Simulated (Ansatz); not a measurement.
Starting cell, C (diamond):

```xyz
4
Lattice="0.0000 3.5716 3.5716 1.7858 0.0000 1.7858 1.7858 1.7858 0.0000" Properties=species:S:1:pos:R:3 pbc="T T T"
C      1.7858     1.7858     1.7858
C      1.7858     3.5716     3.5716
C      2.6787     2.6787     2.6787
C      2.6787     4.4645     4.4645
```

Scan: atom 3 (C, nearest neighbour C at 1.547 Å; its periodic images, 2.5 Å or more away, move with it) is displaced along Cartesian [110], direction (0.707, 0.707, 0.000) in Cartesian axes, by s. The other atoms stay.

Level of theory: PBE (plane waves to 420 eV, PAW, scalar-relativistic; Ansatz, an electronic-structure program). k mesh 13×13×13 (Γ-centred), Fermi-Dirac smearing 0.05 eV. E stands for the smeared free energy. C was relaxed with its symmetry unable to fall. The zero of ΔE is the undisplaced structure.

Problem. Estimate the ΔE (meV/cell) for s (Å) = -0.150, -0.120, -0.090, -0.060, -0.030, 0.060, 0.090, 0.120.

Solution. 
```
s (Å)   ΔE (meV/cell)
------  -------------
-0.150            419
-0.120            269
-0.090            151
-0.060             67
-0.030             17
0.060              67
0.090             151
0.120             269
```

(A displaced cell: forces are minus the slopes of the energy, force constants its curvatures, and phonons follow from these.)
